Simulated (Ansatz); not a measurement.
An Ansatz (a program for electronic structure) run. Input:

Ansatz 0.2 input:
```yaml
crystal:
  lattice:
    - [0.0, 3.2257404898, 3.2257404898]
    - [3.2257404898, 0.0, 3.2257404898]
    - [3.2257404898, 3.2257404898, 0.0]
  atoms:
    - { symbol: Sn, position: [0.75, 0.75, 0.75] }
    - { symbol: Sn, position: [0.25, 0.25, 0.25] }
    - { symbol: Pt, position: [0.0, 0.0, 0.0] }
kpoints:
  mp_grid: { grid: [8, 8, 8] }
  band_path:
    path:
      - [[0.0, 0.0, 0.0], [0.5, 0.0, 0.5], [0.625, 0.25, 0.625]]  # Γ-X-U
      - [[0.375, 0.375, 0.75], [0.0, 0.0, 0.0], [0.5, 0.5, 0.5], [0.5, 0.25, 0.75], [0.5, 0.0, 0.5]]  # K-Γ-L-W-X
    npoints: 12
basis: { xc_grid: 2 }
hamiltonian:
  xc: pbesol
  pseudopotentials: { kind: paw }
magnetization: { noncollinear: true, spin_orbit: true }
scf:
  n_extra_bands: 12
  convergence: { dr2_threshold: 0.0000000001 }
  occupations: { method: gaussian, width: 0.05 }
output: { eigenvalues: true }
```

Output (shortened):

```
Pseudopotential: Sn, paw_fr, valence charge 14
Pseudopotential: Pt, paw_fr, valence charge 18
Functional definition: PBEsol
non-collinear run that drives no moment, with spin-orbit …
Crystal: 3 atoms, lattice volume = 67.130 Å³
Basis set: ecut = 420 eV, 1363 PW (Γ), exchange–correlation on 64×64×64 points (8 copies of the dense FFT grid, shifted against one another)
Bands: 58, of which v1, the nominal top of the filled ones, is band 46 counted from 1 (45 counted from 0)
Symmetry: 48 space group operations + 48 with time reversal
k-points: 29 of 512
Projection manifold: j_resolved (fully-relativistic pseudo-atomic orbitals)
SCF iter   1: F=—  HF=-24324.273032 eV  |F-HF|=—  |Δ(HF+E_count)|=         —  Δρ=9.10e-2  dr2=7.57e0  dr2_m=0.00e0 (ungated)  ethr=3.10e-3  |M|=0.00e0 ∫|m|=0.00e0 μB  |m|>n=0.0e0 m-floor=0.0e0 τ_xc=0.0e0  β_m=0.30  ⟨swp⟩=6.2  Hψ=3797  notcnv=0  defer=38
preconditioner: auto → Kerker (q_TF=auto, 2.562 Å⁻¹)
spin=Noncollinear: Kerker preconditioning applied to the charge; magnetization (m_x, m_y, m_z) channels mix plain (no charge-response kernel on spin).
SCF iter   2: F=—  HF=-24323.106141 eV  |F-HF|=—  |Δ(HF+E_count)|=    1.17e0  Δρ=3.97e-2  dr2=1.18e0  dr2_m=0.00e0 (ungated)  ethr=3.10e-3  |M|=0.00e0 ∫|m|=0.00e0 μB  |m|>n=0.0e0 m-floor=0.0e0 τ_xc=0.0e0  β_m=0.40  ⟨swp⟩=2.0  Hψ=1272  notcnv=0  defer=154
preconditioner: auto → none
SCF iter   3: F=—  HF=-24322.878664 eV  |F-HF|=—  |Δ(HF+E_count)|=   2.27e-1  Δρ=1.27e-2  dr2=8.41e-2  dr2_m=0.00e0 (ungated)  ethr=2.57e-3  |M|=0.00e0 ∫|m|=0.00e0 μB  |m|>n=0.0e0 m-floor=0.0e0 τ_xc=0.0e0  β_m=0.55  ⟨swp⟩=2.0  Hψ=1043  notcnv=0  defer=154
SCF iter   4: F=—  HF=-24322.882362 eV  |F-HF|=—  |Δ(HF+E_count)|=   3.70e-3  Δρ=4.77e-3  dr2=2.26e-2  dr2_m=0.00e0 (ungated)  ethr=1.83e-4  |M|=0.00e0 ∫|m|=0.00e0 μB  |m|>n=0.0e0 m-floor=0.0e0 τ_xc=0.0e0  β_m=0.55  ⟨swp⟩=2.1  Hψ=1301  notcnv=0  defer=148
SCF iter   5: F=—  HF=-24322.879477 eV  |F-HF|=—  |Δ(HF+E_count)|=   2.88e-3  Δρ=1.22e-3  dr2=1.82e-3  dr2_m=0.00e0 (ungated)  ethr=4.91e-5  |M|=0.00e0 ∫|m|=0.00e0 μB  |m|>n=0.0e0 m-floor=0.0e0 τ_xc=0.0e0  β_m=0.58  ⟨swp⟩=2.0  Hψ=925  notcnv=0  defer=148
SCF iter   6: F=—  HF=-24322.879226 eV  |F-HF|=—  |Δ(HF+E_count)|=   2.51e-4  Δρ=2.65e-4  dr2=8.82e-5  dr2_m=0.00e0 (ungated)  ethr=3.96e-6  |M|=0.00e0 ∫|m|=0.00e0 μB  |m|>n=0.0e0 m-floor=0.0e0 τ_xc=0.0e0  β_m=0.79  ⟨swp⟩=2.0  Hψ=927  notcnv=0  defer=148
SCF iter   7: F=—  HF=-24322.879214 eV  |F-HF|=—  |Δ(HF+E_count)|=   1.23e-5  Δρ=2.04e-5  dr2=1.79e-7  dr2_m=0.00e0 (ungated)  ethr=1.92e-7  |M|=0.00e0 ∫|m|=0.00e0 μB  |m|>n=0.0e0 m-floor=0.0e0 τ_xc=0.0e0  β_m=0.87  ⟨swp⟩=2.0  Hψ=986  notcnv=0  defer=148
SCF iter   8: F=—  HF=-24322.879215 eV  |F-HF|=—  |Δ(HF+E_count)|=   1.18e-6  Δρ=9.52e-6  dr2=1.09e-7  dr2_m=0.00e0 (ungated)  ethr=3.89e-10  |M|=0.00e0 ∫|m|=0.00e0 μB  |m|>n=0.0e0 m-floor=0.0e0 τ_xc=0.0e0  β_m=0.90  ⟨swp⟩=2.6  Hψ=1494  notcnv=0  defer=148
SCF iter  10: F=-24322.879215 eV  HF=-24322.879215 eV  |F-HF|=4.37e-11  |Δ(HF+E_count)|=  6.40e-10  Δρ=1.99e-7  dr2=4.26e-11  dr2_m=0.00e0 (ungated)  ethr=1.00e-12  |M|=0.00e0 ∫|m|=0.00e0 μB  |m|>n=0.0e0 m-floor=0.0e0 τ_xc=0.0e0  ⟨swp⟩=8.8  Hψ=3151  notcnv=0
SCF 1 converged in 10 iterations: F = -24322.879215 eV  dr2 = 4.26e-11
NSCF: frozen V_eff on 74 k-points
SCF converged after 10 iterations
Magnetization: |M| = 0.0000 μB,  M = (+0.0000, +0.0000, +0.0000) μB
Absolute magnetization: 0.0000 μB (∫|m|)
  site 0: m = (+0.0000, +0.0000, +0.0000) μB, |m| = 0.0000 μB  (R = 1.15 Å)
  site 1: m = (+0.0000, +0.0000, +0.0000) μB, |m| = 0.0000 μB  (R = 1.15 Å)
  site 2: m = (+0.0000, +0.0000, +0.0000) μB, |m| = 0.0000 μB  (R = 1.15 Å)
Free energy (F): -24322.879215 eV
Harris-Foulkes:  -24322.879215 eV  (|F-HF|=4.37e-11)
Internal energy: -24322.877835 eV  (E = F + TS)
E sigma→0 (E₀):  -24322.878525 eV
Entropy (-TS):   -0.001380 eV (-0.460 meV/atom)
Fermi energy:    14.379604 eV
--- Per-component energies (eV) ---
  E_band       = -385.457579
  E_kinetic    = 1015.676285
  E_local      = -3821.959039  (includes V_loc(G=0)·N_el)
  E_nonlocal   = 130.443949
  E_hartree    = 1895.048713
  E_xc         = -1020.543072
  E_vxc        = -498.327318  (∫ρ·V_xc dr)
  E_paw        = -17480.024976  (= ΣΔE_a)
  E_vpaw       = -1001.389351  (= ΣTr[D̂ρ^β])
  E_aug_tail   = 0.000145  (compensation charges beyond the density's cutoff)
  E_ewald      = -5042.388367
  E_core_change = 0.868527  (= ΣΔE_core)
  E_smearing   = -0.001380  (= −TS)
  E_closure    =  0.000000  (closes the sum)
  Σ components = -24322.879215   (vs F -24322.879215, Δ=0.00e0)
  [band-id]    e_kinetic+e_local+e_nonlocal+2·e_hartree+e_vxc+e_vpaw+e_augmentation_tail = -385.457904   (vs E_band -385.457579, Δ=-3.25e-4)
--- Band table (eV; the first three rows and the last of 29) ---
  k-point 0: bands = ["-84.5951", "-84.5951", "-49.9633", "-49.9633", "-34.9449", "-34.9449", "-34.9449", "-34.9449", "-8.0720", "-8.0720", "-8.0720", "-8.0720", "-8.0156", "-8.0156", "-8.0156", "-8.0156", "-7.0780", "-7.0780", "-7.0617", "-7.0617", …
  k-point 1: bands = ["-84.5951", "-84.5951", "-49.9633", "-49.9633", "-34.9450", "-34.9450", "-34.9449", "-34.9449", "-8.0680", "-8.0680", "-8.0670", "-8.0670", "-8.0174", "-8.0174", "-8.0160", "-8.0160", "-7.0726", "-7.0726", "-7.0573", "-7.0573", …
  k-point 2: bands = ["-84.5951", "-84.5951", "-49.9633", "-49.9633", "-34.9452", "-34.9452", "-34.9449", "-34.9449", "-8.0575", "-8.0575", "-8.0550", "-8.0550", "-8.0215", "-8.0215", "-8.0178", "-8.0178", "-7.0567", "-7.0567", "-7.0449", "-7.0449", …
  k-point 28: bands = ["-84.5951", "-84.5951", "-49.9634", "-49.9634", "-34.9455", "-34.9455", "-34.9453", "-34.9453", "-8.0601", "-8.0601", "-8.0520", "-8.0520", "-8.0176", "-8.0176", "-8.0117", "-8.0117", "-7.0489", "-7.0489", "-7.0413", "-7.0413", …
```

Cost: around 40 core-seconds (rough) on shared cores.

Space group Fm-3m (fluorite or antifluorite type). The workflow started from a Materials Project entry (that database holds measured and hypothetical structures alike); the Crystallography Open Database files this formula in space group No. 225, but the cells were not matched. Its standing as an ambient phase is unchecked. Symmetry was held in the PBEsol relaxation; of distortions, only those at the zone centre were tested. The run is not spin-polarised.

Potentials: the later of the program's two PAW sets.

Ansatz is a plane-wave DFT program.
